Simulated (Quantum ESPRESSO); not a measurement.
# Where does O sit best among Se sites?

These are calculations, not measurements. They come from pw.x of Quantum ESPRESSO 7.5, a plane-wave density functional program, with PseudoDojo standard norm-conserving files (v0.5 for PBE, v0.4.1 for LDA and PBEsol). The cells are made up: elements, strain and atom displacements were drawn at random, and nothing was relaxed. There is no spin polarisation, spin-orbit coupling or dispersion term.

The cell has 8 sites of a zincblende or diamond lattice. Sites 1 to 4 hold Mg Mg Mg Mg; sites 5 to 8 hold X X X X. Cell vectors in Å: (5.730, -0.008, 0.024); (-0.008, 5.697, -0.027); (0.024, -0.027, 5.563). Settings: PBE, cutoff 1170 eV, 4 x 4 x 4 k mesh shifted by half a step, Fermi-Dirac smearing of 0.025 eV.

In each run one of the sites marked X holds O and the others hold Se; cell and positions stay the same. E is the free energy of the cell.

```
site of the guest,first shell,mean distance (Å),E above the lowest (eV),P (GPa),force on the guest (eV/Å)
5,Mg4,2.436,0.000,3.39,0.431
6,Mg4,2.467,0.168,3.72,0.264
7,Mg4,2.465,0.272,3.87,0.110
8,Mg4,2.449,0.150,3.64,0.265
```

A rerun of one of these cells at 1467 eV and k mesh 6 x 6 x 6 moved values by no more than 0.004 eV in the cell's energy, 0.02 GPa in stress and 0.005 eV/Å in force.

## Reading the table

Site 5 is lowest, by 0.150 eV, over three times the rerun's bound. A straight line of energy against the mean distance has a slope of 6.7 ± 2.7 eV/Å, so these few sites cannot settle whether the distance sets the order. The positions are random and not relaxed, so the differences hold for this frozen cell and are not site preferences of a real crystal.